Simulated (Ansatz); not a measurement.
Sn3GeO: computed properties

These are results of Ansatz, DFT PBE, scalar-relativistic, plane waves, PAW, not measurements.

Settings: cutoff 420 eV, Γ-centred mesh 12×12×12 on the computed 5-atom cell, Gaussian smearing of 0.10 eV; no spin polarisation.

The structure is relaxed at this level of theory with its symmetry kept, and needn't be the ground state of this composition.

```yaml
crystal:
  lattice:
    - [3.42466, 1.97723, 2.96697]
    - [-3.42466, 1.97723, 2.96697]
    - [0.00000, -3.95446, 2.96697]
  atoms:
    - { symbol: Sn, position: [0.55643, 0.73498, 0.10757] }
    - { symbol: Sn, position: [0.10757, 0.55643, 0.73498] }
    - { symbol: Sn, position: [0.73498, 0.10757, 0.55643] }
    - { symbol: Ge, position: [0.17171, 0.17171, 0.17171] }
    - { symbol: O, position: [0.39820, 0.39820, 0.39820] }
```

- Space group: R3 (No. 146)
- Volume per atom: 162.7 bohr³
- Formation energy from the elements' standard states (uncorrected): -0.296 eV/atom
- Kohn–Sham band gap: none (metal)
- Density of states at the Fermi level: 0.3 states/eV per cell
- Orbital (Löwdin) character within 0.5 eV of the Fermi level: Sn 5p 56 %, Ge 4p 21 %, Sn 5s 12 %
- Bader charge by site (e): Sn (3 in the cell) 0.38, Ge (1 in the cell) 0.11, O (1 in the cell) -1.24

The cell was found from a structure generator's guess, not taken from experiment. Löwdin shares on free-atom orbitals overweight diffuse shells.
